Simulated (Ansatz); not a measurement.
The end point of a relaxation of BN. Space group P6₃mc (No. 186), AFLOW prototype AB_hP12_186_a2b_a2b (B6, as in SiC). Calculation: PBEsol (plane waves to 420 eV, PAW, scalar-relativistic; Ansatz, a program for electronic structure).

```cif
data_B6N6
_chemical_formula_sum 'B6 N6'
_space_group_name_H-M_alt 'P63mc'
_space_group_IT_number 186
_space_group_name_Hall 'P 6c -2c'
_cell_length_a 2.54618
_cell_length_b 2.54618
_cell_length_c 12.52737
_cell_angle_alpha 90.000
_cell_angle_beta 90.000
_cell_angle_gamma 120.000
loop_
_atom_site_label
_atom_site_type_symbol
_atom_site_symmetry_multiplicity
_atom_site_Wyckoff_symbol
_atom_site_fract_x
_atom_site_fract_y
_atom_site_fract_z
_atom_site_occupancy
B1 B 2 a 0.00000 0.00000 0.00006 1
B2 B 2 b 0.33333 0.66667 0.33267 1
B3 B 2 b 0.66667 0.33333 0.16656 1
N1 N 2 a 0.00000 0.00000 0.37441 1
N2 N 2 b 0.33333 0.66667 0.20808 1
N3 N 2 b 0.66667 0.33333 0.04192 1
```

### Question
What band gap does PBEsol give?

### Answer
5.04 eV, indirect (valence top at Γ, conduction bottom at M) (no spin-orbit coupling).

### Question
Predict the smallest direct gap from PBEsol.

### Answer
7.06 eV at M.

No spin polarisation in the result.

The run could not lose the symmetry of its start; a randomly shaken copy of 12 atoms returns to this structure.

The first start was generated by placing the elements on the sites of a structure type. A measured structure of BN has the same space group, P6₃mc (No. 186); the sites were not compared with it.
